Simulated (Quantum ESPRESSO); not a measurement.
# BSi2ON3: one run as intended and one with a planted mistake

Simulated, not a measurement. The program is pw.x of Quantum ESPRESSO 7.5 (plane-wave density functional theory). The cell is made up: 7 atoms on a wurtzite lattice with one site empty, with randomly drawn elements, strain and displacements, not relaxed. PseudoDojo standard norm-conserving files (v0.5 for PBE, v0.4.1 for LDA and PBEsol) set the functional; there is no spin polarisation, spin-orbit coupling or dispersion term, and the masses in the input are unused placeholders.

Intended input:

```
&control calculation='scf', pseudo_dir='./dojo.nc.sr.pbe.v0_5.standard.upf', outdir='./o', disk_io='medium', tprnfor=.true., tstress=.true. /
&system ibrav=0, nat=7, ntyp=4, nbnd=22, ecutwfc=84.00895049, nosym=.true., tot_charge=0,
 occupations='smearing', smearing='fd', degauss=0.0018374661
/
&electrons conv_thr=7.350e-09, electron_maxstep=60, /
ATOMIC_SPECIES
B 1.0 B.upf
N 1.0 N.upf
O 1.0 O.upf
Si 1.0 Si.upf
CELL_PARAMETERS angstrom
2.8946 -0.0496 -0.0269
-0.086 4.9692 0.0303
-0.0439 0.0286 4.8348
ATOMIC_POSITIONS angstrom
B 0.0728 -0.0672 -0.0551
Si 1.2526 2.4191 0.0538
Si 0.0161 3.4967 2.4058
O 0.0487 0.1482 1.8377
N 1.5199 2.4223 1.6379
N 1.4925 0.786 4.3654
N -0.0999 3.3838 4.291
K_POINTS automatic
6 4 4 1 1 1
```

The log is shortened where brackets say so; the opening notice, blank lines, dates and the lines on written files are dropped, and the path of the files is cut. It prints rydbergs, bohrs and kilobars, and counts compression as positive stress. Where no state is partly filled, the Fermi energy that it prints is only some level between the filled and the empty states on the mesh, and need not lie in the true gap.

Log of the intended run:

```
     Program PWSCF v.7.5
     Parallel version (MPI & OpenMP), running on       1 processor cores
     Number of MPI processes:                 1
     Threads/MPI process:                     1
     [start-up lines left out]
     bravais-lattice index     =            0
     lattice parameter (alat)  =       5.4710  a.u.
     unit-cell volume          =     469.1048 (a.u.)^3
     number of atoms/cell      =            7
     number of atomic types    =            4
     number of electrons       =        32.00
     number of Kohn-Sham states=           22
     kinetic-energy cutoff     =      84.0090  Ry
     charge density cutoff     =     336.0358  Ry
     scf convergence threshold =      7.3E-09
     mixing beta               =       0.7000
     number of iterations used =            8  plain     mixing
     Exchange-correlation= PBE
                           (   1   4   3   4   0   0   0)
     [axes and pseudopotential details left out]
   Cartesian axes
     site n.     atom                  positions (alat units)
         1        B      tau(   1) = (   0.0251455  -0.0232112  -0.0190318  )
         2        Si     tau(   2) = (   0.4326546   0.8355699   0.0185828  )
         3        Si     tau(   3) = (   0.0055610   1.2077786   0.8309760  )
         4        O      tau(   4) = (   0.0168212   0.0511891   0.6347512  )
         5        N      tau(   5) = (   0.5249815   0.8366752   0.5657393  )
         6        N      tau(   6) = (   0.5155173   0.2714885   1.5078321  )
         7        N      tau(   7) = (  -0.0345060   1.1687823   1.4821340  )
     number of k points=    48  Fermi-Dirac smearing, width (Ry)=  0.0018
                       cart. coord. in units 2pi/alat
        k(    1) = (   0.0853133   0.0738454   0.0751897), wk =   0.0416667
        k(    2) = (   0.0866894   0.0729563   0.2249111), wk =   0.0416667
     [further k points left out]
     Dense  grid:    48775 G-vectors     FFT dimensions: (  32,  60,  54)
     Estimated max dynamical RAM per process >      55.65 MB
     Initial potential from superposition of free atoms
     starting charge      31.9985, renormalised to      32.0000
     Starting wfcs are   28 randomized atomic wfcs
     total cpu time spent up to now is        5.0 secs
     per-process dynamical memory:    36.0 Mb
     Self-consistent Calculation
     iteration #  1     ecut=    84.01 Ry     beta= 0.70
     Davidson diagonalization with overlap
     ethr =  1.00E-02,  avg # of iterations =  3.0
     total cpu time spent up to now is       14.0 secs
     total energy              =    -117.52445871 Ry
     estimated scf accuracy    <       1.70737539 Ry
     iteration #  2     ecut=    84.01 Ry     beta= 0.70
     Davidson diagonalization with overlap
     ethr =  5.34E-03,  avg # of iterations =  2.5
     total cpu time spent up to now is       22.4 secs
     total energy              =    -117.73812387 Ry
     estimated scf accuracy    <       2.58520626 Ry
     [iterations 3 to 11 left out]
     iteration # 12     ecut=    84.01 Ry     beta= 0.70
     Davidson diagonalization with overlap
     ethr =  1.68E-10,  avg # of iterations =  2.9
     total cpu time spent up to now is      113.2 secs
     total energy              =    -118.28274132 Ry
     estimated scf accuracy    <       0.00000002 Ry
     iteration # 13     ecut=    84.01 Ry     beta= 0.70
     Davidson diagonalization with overlap
     ethr =  5.30E-11,  avg # of iterations =  2.0
     total cpu time spent up to now is      121.1 secs
     End of self-consistent calculation
     [lines on levels left out]
     the Fermi energy is     8.7366 ev
!    total energy              =    -118.28274132 Ry
     estimated scf accuracy    <          1.3E-09 Ry
     smearing contrib. (-TS)   =       0.00000000 Ry
     internal energy E=F+TS    =    -118.28274132 Ry
     The total energy is F=E-TS. E is the sum of the following terms:
     one-electron contribution =     -10.31417139 Ry
     hartree contribution      =      24.96608058 Ry
     xc contribution           =     -35.33540057 Ry
     ewald contribution        =     -97.59924994 Ry
     convergence has been achieved in  13 iterations
     Forces acting on atoms (cartesian axes, Ry/au):
     atom    1 type  1   force =     0.00223641    0.14823602    0.03312337
     atom    2 type  4   force =     0.11179586   -0.13266672   -0.08574561
     atom    3 type  4   force =    -0.01338885    0.02052982   -0.11971873
     atom    4 type  3   force =     0.00899942   -0.17897212   -0.04967528
     atom    5 type  2   force =    -0.01745910    0.17258619    0.24616695
     atom    6 type  2   force =    -0.04515059   -0.08582545    0.04034888
     atom    7 type  2   force =    -0.04703315    0.05611226   -0.06449958
     Total force =     0.470407     Total SCF correction =     0.000047
     Computing stress (Cartesian axis) and pressure
          total   stress  (Ry/bohr**3)                   (kbar)     P=     -168.02
  -0.00125912   0.00021911   0.00032916         -185.22       32.23       48.42
   0.00021911  -0.00223621  -0.00021724           32.23     -328.96      -31.96
   0.00032916  -0.00021724   0.00006882           48.42      -31.96       10.12
     init_run     :      4.59s CPU      4.93s WALL (       1 calls)
     electrons    :    102.73s CPU    116.14s WALL (       1 calls)
     forces       :      1.31s CPU      1.34s WALL (       1 calls)
     stress       :      5.77s CPU      5.81s WALL (       1 calls)
     [timing details left out]
     PWSCF        :   1m54.54s CPU   2m 8.44s WALL
     JOB DONE.
```

A second run has one planted mistake: the files are those of another functional. The input lines that differ, file-writing options aside:

```
- &control calculation='scf', pseudo_dir='./dojo.nc.sr.pbe.v0_5.standard.upf', outdir='./o', disk_io='medium', tprnfor=.true., tstress=.true. /
+ &control calculation='scf', pseudo_dir='./dojo.nc.sr.pbesol.v0_4_1.standard.upf', outdir='./o', disk_io='medium', tprnfor=.true., tstress=.true. /
```

Its log:

```
     Program PWSCF v.7.5
     Parallel version (MPI & OpenMP), running on       1 processor cores
     Number of MPI processes:                 1
     Threads/MPI process:                     1
     [start-up lines left out]
     bravais-lattice index     =            0
     lattice parameter (alat)  =       5.4710  a.u.
     unit-cell volume          =     469.1048 (a.u.)^3
     number of atoms/cell      =            7
     number of atomic types    =            4
     number of electrons       =        32.00
     number of Kohn-Sham states=           22
     kinetic-energy cutoff     =      84.0090  Ry
     charge density cutoff     =     336.0358  Ry
     scf convergence threshold =      7.3E-09
     mixing beta               =       0.7000
     number of iterations used =            8  plain     mixing
     Exchange-correlation= PBESOL
                           (   1   4  10   8   0   0   0)
     [axes and pseudopotential details left out]
   Cartesian axes
     site n.     atom                  positions (alat units)
         1        B      tau(   1) = (   0.0251455  -0.0232112  -0.0190318  )
         2        Si     tau(   2) = (   0.4326546   0.8355699   0.0185828  )
         3        Si     tau(   3) = (   0.0055610   1.2077786   0.8309760  )
         4        O      tau(   4) = (   0.0168212   0.0511891   0.6347512  )
         5        N      tau(   5) = (   0.5249815   0.8366752   0.5657393  )
         6        N      tau(   6) = (   0.5155173   0.2714885   1.5078321  )
         7        N      tau(   7) = (  -0.0345060   1.1687823   1.4821340  )
     number of k points=    48  Fermi-Dirac smearing, width (Ry)=  0.0018
                       cart. coord. in units 2pi/alat
        k(    1) = (   0.0853133   0.0738454   0.0751897), wk =   0.0416667
        k(    2) = (   0.0866894   0.0729563   0.2249111), wk =   0.0416667
     [further k points left out]
     Dense  grid:    48775 G-vectors     FFT dimensions: (  32,  60,  54)
     Estimated max dynamical RAM per process >      55.65 MB
     Initial potential from superposition of free atoms
     starting charge      31.9985, renormalised to      32.0000
     Starting wfcs are   28 randomized atomic wfcs
     total cpu time spent up to now is        5.5 secs
     per-process dynamical memory:    43.7 Mb
     Self-consistent Calculation
     iteration #  1     ecut=    84.01 Ry     beta= 0.70
     Davidson diagonalization with overlap
     ethr =  1.00E-02,  avg # of iterations =  3.0
     total cpu time spent up to now is       15.0 secs
     total energy              =    -117.27690499 Ry
     estimated scf accuracy    <       1.61600503 Ry
     iteration #  2     ecut=    84.01 Ry     beta= 0.70
     Davidson diagonalization with overlap
     ethr =  5.05E-03,  avg # of iterations =  2.5
     total cpu time spent up to now is       26.0 secs
     total energy              =    -117.47434156 Ry
     estimated scf accuracy    <       2.50022377 Ry
     [iterations 3 to 11 left out]
     iteration # 12     ecut=    84.01 Ry     beta= 0.70
     Davidson diagonalization with overlap
     ethr =  1.39E-10,  avg # of iterations =  2.9
     total cpu time spent up to now is      113.3 secs
     total energy              =    -118.00076126 Ry
     estimated scf accuracy    <       0.00000001 Ry
     iteration # 13     ecut=    84.01 Ry     beta= 0.70
     Davidson diagonalization with overlap
     ethr =  3.94E-11,  avg # of iterations =  2.0
     total cpu time spent up to now is      121.4 secs
     End of self-consistent calculation
     [lines on levels left out]
     the Fermi energy is     8.6035 ev
!    total energy              =    -118.00076126 Ry
     estimated scf accuracy    <          1.1E-09 Ry
     smearing contrib. (-TS)   =      -0.00000000 Ry
     internal energy E=F+TS    =    -118.00076126 Ry
     The total energy is F=E-TS. E is the sum of the following terms:
     one-electron contribution =     -10.14029833 Ry
     hartree contribution      =      24.67741902 Ry
     xc contribution           =     -34.93863201 Ry
     ewald contribution        =     -97.59924994 Ry
     convergence has been achieved in  13 iterations
     Forces acting on atoms (cartesian axes, Ry/au):
     atom    1 type  1   force =     0.00199341    0.14736841    0.03462291
     atom    2 type  4   force =     0.11092511   -0.13155891   -0.08542451
     atom    3 type  4   force =    -0.01332356    0.02234111   -0.11953357
     atom    4 type  3   force =     0.00898448   -0.18069841   -0.05147973
     atom    5 type  2   force =    -0.01704609    0.17239739    0.24284728
     atom    6 type  2   force =    -0.04435327   -0.08495018    0.04232409
     atom    7 type  2   force =    -0.04718008    0.05510058   -0.06335647
     Total force =     0.468417     Total SCF correction =     0.000044
     Computing stress (Cartesian axis) and pressure
          total   stress  (Ry/bohr**3)                   (kbar)     P=     -209.03
  -0.00153474   0.00021366   0.00032789         -225.77       31.43       48.23
   0.00021366  -0.00250589  -0.00021051           31.43     -368.63      -30.97
   0.00032789  -0.00021051  -0.00022225           48.23      -30.97      -32.69
     init_run     :      5.01s CPU      5.38s WALL (       1 calls)
     electrons    :    109.04s CPU    115.87s WALL (       1 calls)
     forces       :      1.38s CPU      1.41s WALL (       1 calls)
     stress       :      5.61s CPU      5.66s WALL (       1 calls)
     [timing details left out]
     PWSCF        :   2m 1.22s CPU   2m 8.62s WALL
     JOB DONE.
```

|  | intended run | run with the mistake |
| --- | --- | --- |
| free energy (eV) | -1609.319 | -1605.482 |
| smearing term -TS (eV) | 0.0000 | 0.0000 |
| pressure (GPa) | -16.80 | -20.90 |
| largest force component (eV/Å) | 6.329 | 6.244 |
| largest change of a force component (eV/Å) |  | 0.085 |
| iterations | 13 | 13 |

For scale, a rerun of the intended cell at 1437 eV and a 8 x 6 x 6 mesh moved values by no more than 0.002 eV in energy, 0.04 GPa in stress and 0.003 eV/Å in force. Files of another functional have another zero of energy, so the energy change says nothing on stability.